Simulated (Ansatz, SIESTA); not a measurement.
Given: the input of a run of SIESTA 5.4.2 on Ti3S2. Atoms were shifted at random by some hundredths of an Å from the given cell, which wasn't relaxed again for these runs. The cell comes from a database or a generator and needn't be the stable form of this composition.

File Ti3S2.fdf:

```
SystemName                      Ti3S2
SystemLabel                     Ti3S2
NumberOfSpecies                 2
NumberOfAtoms                   5
%block ChemicalSpeciesLabel
  1  22 Ti
  2  16 S
%endblock ChemicalSpeciesLabel

LatticeConstant                 1.0 Ang
%block LatticeVectors
     2.7131139241     1.5664170544     3.2376184047
    -2.7131139241     1.5664170544     3.2376184047
     0.0000000000    -3.1328341088     3.2376184047
%endblock LatticeVectors
AtomicCoordinatesFormat         Fractional
%block AtomicCoordinatesAndAtomicSpecies
     0.0050380000     0.3388620000     0.6543340000  1  Ti
     0.6614490000     0.0070210000     0.3345490000  1  Ti
     0.3325830000     0.6591530000    -0.0001120000  1  Ti
     0.1489870000     0.1921150000     0.1645920000  2  S
     0.8377220000     0.8379890000     0.8277830000  2  S
%endblock AtomicCoordinatesAndAtomicSpecies

%block kgrid.MonkhorstPack
    6   0   0  0.0
    0   6   0  0.0
    0   0   6  0.0
%endblock kgrid.MonkhorstPack
XC.Functional                   GGA
XC.Authors                      PBEsol
PAO.BasisSize                   DZP
PAO.EnergyShift                 0.003 Ry
Mesh.Cutoff                     800 Ry
OccupationFunction              FD
ElectronicTemperature           0.05 eV
MaxSCFIterations                120
SCF.MustConverge                false
SCF.Mixer.Method                Pulay
SCF.Mixer.Weight                0.25
SCF.Mixer.History               8
SCF.DM.Tolerance                5.0e-05
SCF.H.Tolerance                 1.0e-03 eV
WriteForces                     true
Charge.Mulliken                 end
%block PAO.Basis
  Ti 5
  n=3 0 2
    3.151 0.000
  n=4 0 2
    8.703 0.000
  n=3 1 2
    3.568 0.000
  n=4 1 1
    8.703
  n=3 2 2
    6.267 0.000
%endblock PAO.Basis
```

Potentials or basis: PseudoDojo 0.4 standard (PBEsol files), converted to PSML, two zetas on semicore shells, DZP (energy shift 0.003 Ry; two zetas on semicore shells).

The run is started by

```bash
$ siesta Ti3S2.fdf > Ti3S2.out 2>&1
```

Problem. Set up the same calculation for Ansatz 0.2.0. Potentials or basis there: Ansatz PAW, cutoff 420 eV.

Solution. As run (cutoffs and basis follow the program's own potentials, and thresholds, step limits or extra output files can differ):

The input input.yaml:

```yaml
crystal:
  lattice:
    - [2.7131139241, 1.5664170544, 3.2376184047]
    - [-2.7131139241, 1.5664170544, 3.2376184047]
    - [0.0, -3.1328341088, 3.2376184047]
  atoms:
    - { symbol: Ti, position: [0.005038, 0.338862, 0.654334] }
    - { symbol: Ti, position: [0.661449, 0.007021, 0.334549] }
    - { symbol: Ti, position: [0.332583, 0.659153, -0.000112] }
    - { symbol: S, position: [0.148987, 0.192115, 0.164592] }
    - { symbol: S, position: [0.837722, 0.837989, 0.827783] }
hamiltonian:
  xc: pbesol
  pseudopotentials: { kind: paw }
kpoints:
  mp_grid: { grid: [6, 6, 6] }
scf:
  occupations: { method: fermi_dirac, width: 0.05 }
output:
  forces: true
  stress: true
  eigenvalues: true
```

Potentials or basis: Ansatz PAW.

Launch:

```bash
$ ansatz run input.yaml --threads 1 --pin off --max-ram 3584MiB --backend cpu --events-out ev --progress --plain --runs-dir out
```

Both were run:

|  | SIESTA | Ansatz |
| --- | --- | --- |
| Pressure | -2.9 GPa | -4.1 GPa |
| Largest force | 1.353 eV/Å | 1.310 eV/Å |
| Energy over the undisturbed cell | 23.4 meV/atom | 23.3 meV/atom |

Ansatz's pressure holds a Pulay term of +0.01 GPa for its cutoff of 420 eV, which the other run lacks.

Ansatz's potentials were made for PBE.

Where Ansatz's input types no cutoff or centring, it takes its own default and a Γ-centred mesh.

Pressure is positive in compression.
